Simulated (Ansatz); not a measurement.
BaO:
```
BaO
1.0
    0.00000     2.78672     2.78672
    2.78672     0.00000     2.78672
    2.78672     2.78672     0.00000
Ba O
1 1
Direct
  0.00000   0.00000   0.00000
  0.50000   0.50000   0.50000
```

Relaxed with PBE. Special points in fractions of this cell's reciprocal vectors: Γ (0.000, 0.000, 0.000); X (0.500, 0.000, 0.500); U (0.625, 0.250, 0.625); K (0.375, 0.375, 0.750); L (0.500, 0.500, 0.500); W (0.500, 0.250, 0.750).

### Question
List the band energies nearest the valence-band maximum at these points for PBE in the plane-wave PAW code Ansatz.

### Answer
In eV from the valence-band maximum; about four levels below and three above (degenerate sets whole), none deeper than 8.9 eV; points with the same levels are listed once.

```tsv
k	below	above
Γ	-0.40 -0.40 -0.40	3.52 4.75 4.75 4.75
X	-0.19 -0.19 0.00	2.10 5.95 8.36
U	-0.90 -0.72 -0.14	3.44 6.34 6.95
L	-1.90 -1.39 -1.39	4.94 7.15 7.15
W	-1.28 -0.20 -0.20	4.54 4.54 6.81
```

Space group Fm-3m (rock salt). Symmetry was held in the PBE relaxation; phonons on a q-mesh show no instability. Spin–orbit coupling is left out wherever it is not named.

Potentials: the later of the program's two PAW sets.
